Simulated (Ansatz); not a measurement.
Consider the following.

SrVHO2:
```yaml
crystal:
  lattice:
    - [3.94455, 0.00000, 0.00000]
    - [0.00000, 3.94455, 0.00000]
    - [0.00000, 0.00000, 3.64868]
  atoms:
    - { symbol: Sr, position: [0.50000, 0.50000, 0.50000] }
    - { symbol: V, position: [0.00000, 0.00000, 0.00000] }
    - { symbol: O, position: [0.50000, 0.00000, 0.00000] }
    - { symbol: O, position: [0.00000, 0.50000, 0.00000] }
    - { symbol: H, position: [0.00000, 0.00000, 0.50000] }
```
The run is spin-polarised; directions of the spins, atom by atom: 0 ↑ 0 0 0.

This is the r²SCAN-relaxed structure.

Question: All from DFT-r²SCAN in the program Ansatz with PAW potentials, unless another level is named. Give the electronic character.

Answer: metallic (no gap).

Question: And the density of states at the Fermi level?

Answer: 0.44 states/eV per atom (mean over ±0.08 eV).

Question: And the formation energy from the elements (no fitted shifts)?

Answer: -2.24 eV/atom.

Space group P4/mmm. The start of the workflow was typed in or built on a structure type; neither database checked (COD, Materials Project) lists it. Whether it is the stable phase at ambient conditions was not checked. The cell was relaxed with r²SCAN under the symmetry of its start; its stability against distortions is not shown here. Magnetic state: ferromagnetic, the only order run, not a proven ground state. The cell computed holds one magnetic atom, so no antiferromagnetic order was within reach. Other orbital occupations within this spin state were not tried. No Hubbard U is applied. The compound may be a true metal, but semilocal functionals without U, or a wrong spin order, can also close a gap. The references are the lowest solids computed at this level, not always the standard phases (solids in place of the gases). Scalar-relativistic: spin–orbit coupling is off unless named, which matters more the heavier the elements.

Potentials: the later of the program's two PAW sets.
